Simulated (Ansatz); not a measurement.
BN (h-BN type, space group P6_3/mmc)

```
CELL_PARAMETERS angstrom
      2.50059     0.00000     0.00000
     -1.25029     2.16557     0.00000
      0.00000     0.00000     6.52584
ATOMIC_POSITIONS crystal
  B  0.33333 0.66667 0.25000
  B  0.66667 0.33333 0.75000
  N  0.33333 0.66667 0.75000
  N  0.66667 0.33333 0.25000
```

E(V) scan at fixed shape, V₀ the volume above. Symmetry pins the atoms to their sites.

These are r2SCAN+rVV10 (plane waves to 500 eV, PAW, scalar-relativistic; Ansatz, a quantum-chemistry and plane-wave program) values and carry that method's errors. k mesh 15×15×5 (Γ-centred), Fermi-Dirac smearing 0.05 eV. The energy includes the smearing's −TS. Stress and pressure are positive under compression. BN was relaxed with its symmetry unable to fall. The zero of ΔE is the relaxed starting cell.

| V/V₀ | P (GPa) | ΔE (meV/atom) |
|---|---|---|
| 0.900 | (withheld) | 82.6 |
| 0.925 | 22.9 | 44.6 |
| 0.950 | 14.4 | 19.0 |
| 0.975 | (withheld) | 4.6 |
| 1.000 | 0.0 | 0.0 |
| 1.025 | -6.0 | 4.2 |
| 1.050 | -11.4 | 16.4 |
| 1.075 | -16.3 | 35.5 |
| 1.100 | (withheld) | 60.9 |

### Question
Complete the blanks.

### Answer

- 0.900, P (GPa): 32.4
- 0.975, P (GPa): 6.8
- 1.100, P (GPa): -20.6

(Under strain, the slope of the energy per volume gives the stress and its curvature an elastic modulus.)
